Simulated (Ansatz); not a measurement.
BiBr$_{3}$:
```xyz
8
Lattice="3.5942 6.2207 0.0000 -3.5942 6.2207 0.0000 -2.3665 0.0000 6.4804" Properties=species:S:1:pos:R:3 pbc="T T T"
Bi     0.0000     2.0698     0.0000
Bi     0.0000    10.3715     0.0000
Br    -3.5970     4.0852     4.8401
Br     1.2304     8.3561     1.6403
Br     1.2304     4.0852     1.6403
Br    -3.5970     8.3561     4.8401
Br     0.1362     6.2207     4.7990
Br    -2.5027     6.2207     1.6815
```

Relaxed with r²SCAN+D4. Independent-particle spectrum: no excitons, no local fields, no scissors shift; 0.1 eV broadening; ε₁ of the summed bands alone.

Problem. Tabulate the dielectric function from r²SCAN+D4 (plane waves, PAW; program Ansatz).

Solution. 

```csv
E (eV),ε₁ xx,ε₂ xx,ε₁ yy,ε₂ yy,ε₁ zz,ε₂ zz
0.0,5.32,0.00,5.34,0.00,5.09,0.00
0.4,5.34,0.00,5.37,0.00,5.11,0.00
0.8,5.42,0.00,5.45,0.00,5.18,0.00
1.2,5.56,0.00,5.59,0.00,5.31,0.00
1.6,5.78,0.00,5.80,0.00,5.50,0.00
2.0,6.11,0.00,6.13,0.00,5.79,0.00
2.4,6.60,0.00,6.63,0.00,6.24,0.00
2.8,7.39,0.00,7.43,0.00,7.00,0.00
3.2,8.94,0.02,8.96,0.01,8.72,0.68
3.6,13.32,2.32,13.36,2.31,9.93,4.17
4.0,12.40,9.97,13.63,12.68,9.24,3.95
4.4,9.35,10.68,11.03,8.85,11.13,5.00
4.8,-0.41,12.73,1.36,14.39,6.90,11.92
5.2,-4.07,9.64,-4.55,8.98,0.10,12.39
5.6,-3.25,5.97,-3.22,5.90,-3.96,9.50
6.0,-2.35,2.79,-3.51,3.56,-4.51,4.33
6.4,-2.20,2.11,-2.17,1.56,-3.56,2.09
6.8,-0.68,0.34,-0.69,0.39,-1.10,0.22
7.2,0.47,0.33,0.43,0.30,0.24,0.21
7.6,1.39,0.30,1.37,0.31,1.14,0.26
8.0,2.42,0.62,2.24,0.59,2.06,0.49
8.4,3.08,1.51,3.25,1.53,3.04,1.20
8.8,3.09,2.84,3.03,2.65,2.82,2.21
9.2,1.96,3.52,2.32,3.14,2.62,2.90
9.6,1.61,3.48,1.51,3.73,2.18,2.96
10.0,1.27,3.33,1.41,3.18,2.47,3.96
10.4,1.15,3.52,1.18,3.84,1.28,4.28
10.8,0.45,3.49,0.40,3.41,0.19,4.10
11.2,0.08,3.53,-0.13,3.29,-0.17,3.32
11.6,-0.56,2.79,-0.44,2.84,-0.30,2.98
12.0,-0.55,2.41,-0.47,2.45,-0.72,2.55
```

Problem. From ε at 4.0 eV (xx: 12.40 + 9.97i), find n, k, the normal reflectivity and the absorption coefficient.

Solution. n = 3.76, k = 1.325, R = 38 %, α = 2kE/ħc = 540000 cm⁻¹.

With all bands, ε∞ without local fields is 5.38 (xx), 5.41 (yy), 5.15 (zz).

Space group C2/m. The first step of the workflow began from a Materials Project structure, measured or hypothetical; the Crystallography Open Database files this formula in space group No. 12, but the cells were not matched. Its standing as an ambient phase is unchecked. The cell was relaxed with r²SCAN+D4 under the symmetry of its start; whether a distortion lowers the energy is not shown. Spin–orbit coupling is left out wherever it is not named.

Potentials: the later of the program's two PAW sets.
